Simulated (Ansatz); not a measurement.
Input:

TiN (rock salt, space group No. 225), a = 4.233 Å, b = 4.233 Å, c = 4.233 Å, α = 90.00°, β = 90.00°, γ = 90.00°; the cell used has 2 atoms.

This is the r²SCAN-relaxed structure.

**Question.** All from DFT-r²SCAN in the program Ansatz with PAW potentials, unless another level is named. Predict the electronic character.

**Answer.** metallic (no gap).

**Question.** What about the formation energy from the elements (no fitted shifts)?

**Answer.** -1.93 eV/atom.

**Question.** Give the density of states at the Fermi level.

**Answer.** 0.41 states/eV per atom (mean over ±0.08 eV).

Space group Fm-3m (rock salt). Symmetry was held in the r²SCAN relaxation. The run is not spin-polarised. With an odd number of electrons in the cell and no spin polarisation, the count alone makes it a metal. The references are the lowest solids computed at this level, not always the standard phases (solids in place of the gases).

Potentials: the earlier of the program's two PAW sets.
